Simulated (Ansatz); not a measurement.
# Formation energy of YTi2 (C15 type)

```yaml
crystal:
  lattice:
    - [0.00000, 4.01421, 4.01421]
    - [4.01421, 0.00000, 4.01421]
    - [4.01421, 4.01421, 0.00000]
  atoms:
    - { symbol: Y, position: [0.12500, 0.12500, 0.12500] }
    - { symbol: Y, position: [0.87500, 0.87500, 0.87500] }
    - { symbol: Ti, position: [0.50000, 0.50000, 0.50000] }
    - { symbol: Ti, position: [0.50000, 0.50000, 0.00000] }
    - { symbol: Ti, position: [0.50000, 0.00000, 0.50000] }
    - { symbol: Ti, position: [0.00000, 0.50000, 0.50000] }
```

The cell comes from a relaxation on PAW files under the same functional, begun from a prototype that needn't be the stable phase.

All numbers are PBEsol results (scalar-relativistic) from Ansatz 0.2.0, with a Γ-centred 7×7×7 k mesh, Fermi–Dirac smearing of 0.05 eV, no spin polarisation. Methods: LAPW: all electrons, basis error target 1 meV/atom; PAW: frozen-core files, cutoff 420 eV.

The elements are taken as Ti hcp, Y hcp, each relaxed on PAW files under the same functional and computed by the same method as the compound; zero-point and thermal terms are left out.

The PAW files were made under PBE.

Problem. Give the formation energy by each method, with the residual pressure at this cell and the LAPW gap.

Solution. 

```json
{"method": "LAPW", "ΔE(formation) (eV/atom)": "0.362", "P at this cell (GPa)": "-0.02", "gap (eV)": "0.00"}
{"method": "PAW", "ΔE(formation) (eV/atom)": "0.361", "P at this cell (GPa)": "-0.01", "gap (eV)": "–"}
```

Problem. Give the LAPW value for one formula unit in kJ/mol.

Solution. 0.362 eV/atom × 3 atoms × 96.485 kJ/(mol·eV) = 104.8 kJ/mol, at zero temperature and without zero-point motion.

Problem. What Bader charges does the PAW density give?

Solution. Y1 +0.98 e, Ti3 -0.49 e.
